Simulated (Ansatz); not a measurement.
Starting cell, ZrIr2 (cubic Laves, MgCu2 type):

```
CELL_PARAMETERS angstrom
      0.00000     3.65215     3.65215
      3.65215     0.00000     3.65215
      3.65215     3.65215     0.00000
ATOMIC_POSITIONS crystal
  Zr 0.50000 0.50000 0.50000
  Zr 0.75000 0.75000 0.75000
  Ir 0.62500 0.12500 0.12500
  Ir 0.12500 0.12500 0.62500
  Ir 0.12500 0.62500 0.12500
  Ir 0.12500 0.12500 0.12500
```

The atoms are displaced by Q × the pattern below (from a DFPT mode at Γ, largest move 1; Q in Å), at fixed cell. It is one choice among 3 degenerate patterns.

| atom | x | y | z |
|---|---|---|---|
| Ir3 | 0.000 | -0.707 | 0.707 |
| Ir4 | 0.000 | 0.707 | 0.707 |
| Ir5 | 0.000 | -0.707 | -0.707 |
| Ir6 | 0.000 | 0.707 | -0.707 |

Atoms not listed stay in place.

Method: LDA (plane waves to 420 eV, PAW, scalar-relativistic; Ansatz, an electronic-structure program). k mesh 11×11×11 (Γ-centred), Fermi-Dirac smearing 0.05 eV. E stands for the smeared free energy. With partly filled bands, energies and forces of such displacements shift with the k mesh and the smearing. Spin-orbit coupling is left out, though Ir is heavy. ZrIr2 is run without spin polarisation. ZrIr2 was relaxed with its symmetry unable to fall. ΔE is measured from the undisplaced structure. The last digit holds for this mesh only.

```tsv
Q (Å)	ΔE (meV/cell)
-0.4400	221.8
-0.3667	-141.3
-0.2933	withheld
-0.2200	-284.1
-0.1467	-173.8
-0.0733	-51.6
0.0000	0.0
0.0733	-51.6
0.1467	-173.8
0.2200	-284.1
0.2933	withheld
0.3667	-141.3
0.4400	221.8
```

Q: Fit an even polynomial form (powers 2, 4, 6) to the given rows and predict ΔE at Q = -0.2933.

A: Least squares on the 11 given rows: ΔE = (-9582)·Q² + (81860)·Q⁴ + (-136600)·Q⁶, in meV/cell with Q in Å; root-mean-square residual 2.54 meV/cell. At -0.2933 the fit gives -305.5 meV/cell; the calculation gives -295.2 meV/cell, so the interpolation is off by -10.3 (-3.5 %). The quadratic term alone would give -824.3 meV/cell: it is negative, as the undisplaced cell is unstable along this move.

(A displaced cell: forces are minus the slopes of the energy, force constants its curvatures, and phonons follow from these.)
